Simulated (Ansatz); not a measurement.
CsAlMo₂O₈:
Space group P-3m1 (No. 164); a = 5.578 Å, b = 5.578 Å, c = 8.009 Å, α = 90.00°, β = 90.00°, γ = 120.00°

```json
[
 {"atom": "Cs", "site": "1a", "symmetry": "-3m.", "x": "0.0000", "y": "0.0000", "z": "0.0000"},
 {"atom": "Al", "site": "1b", "symmetry": "-3m.", "x": "0.0000", "y": "0.0000", "z": "0.5000"},
 {"atom": "Mo", "site": "2d", "symmetry": "3m.", "x": "0.6667", "y": "0.3333", "z": "0.2939"},
 {"atom": "O", "site": "2d", "symmetry": "3m.", "x": "0.6667", "y": "0.3333", "z": "0.0783"},
 {"atom": "O", "site": "6i", "symmetry": ".m.", "x": "0.3165", "y": "0.1582", "z": "0.3614"}
]
```

Relaxed with PBEsol. 

Question: HSE06 on this cell (Ansatz, a first-principles code, PAW) gives a gap of 5.42 eV. What does PBEsol give?

Answer: 3.96 eV.

Cost on shared cores: the PBEsol run (SCF on a 6×6×4 mesh, then bands and DOS) around 3.0 core-minutes (rough), the HSE06 run (SCF on 4×4×2, then a few points) around 7 core-minutes (rough); the tasks are unlike.

The workflow started from a Materials Project entry (that database holds measured and hypothetical structures alike); the Crystallography Open Database files this formula in space group No. 164, but the cells were not matched. Whether it is the stable phase at ambient conditions was not checked. Symmetry was held in the PBEsol relaxation; whether a distortion lowers the energy is not shown. No spin polarisation was allowed. No Hubbard U is applied. Scalar-relativistic: spin–orbit coupling is off unless named, which matters more the heavier the elements.

Potentials: the later of the program's two PAW sets.

Ansatz is a plane-wave DFT program.
